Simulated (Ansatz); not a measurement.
# ZrSnTe: do energies and stresses tell the same story?

These are results of Ansatz, DFT r2SCAN, scalar-relativistic, plane waves, PAW, not measurements.

Plane waves to 500 eV, a k mesh through Γ of 10×10×4 on the computed 6-atom cell and Gaussian smearing (0.10 eV); no spin polarisation.

Relaxed cell: P4/nmm, a = 4.093 Å, b = 4.093 Å, c = 8.794 Å, α = 90.00°, β = 90.00°, γ = 90.00°, 6 atoms in the primitive cell. Whether it is the stable form of this composition wasn't checked.

Energies at zero smearing and pressures from the stress tensor, at volumes with shape and atoms relaxed:
| V (Å³/atom) | E − E(first) (meV/atom) | P (GPa) |
| --- | --- | --- |
| 23.078 | 0.00 | 6.25 |
| 23.814 | -20.70 | 2.86 |
| 24.551 | -27.05 | 0.00 |
| 25.288 | -21.26 | -2.43 |
| 26.024 | -5.21 | -4.47 |

Q: Check P = −dE/dV between neighbouring volumes, and get the bulk modulus from the pressures alone.

A: With 1 eV/Å³ = 160.2 GPa:
| middle V (Å³/atom) | −ΔE/ΔV (GPa) | mean P (GPa) |
| --- | --- | --- |
| 23.446 | 4.502 | 4.556 |
| 24.183 | 1.383 | 1.431 |
| 24.919 | -1.260 | -1.214 |
| 25.656 | -3.492 | -3.450 |

The two differ by 0.05 GPa at most. The mean of two end pressures misses the average over a step by about ΔV² P″/12, up to 0.05 GPa here; with that taken off 0.01 GPa remains. Around V = 24.551 Å³/atom, the two neighbours give B = −V ΔP/ΔV = 24.551 × 5.29 / 1.473 = 88.2 GPa, against B0 = 87.8 GPa from the Birch–Murnaghan fit of the energies.

Cost: 6 runs of about 27 core-minutes in all, on Arm Neoverse V1 (shared hosts).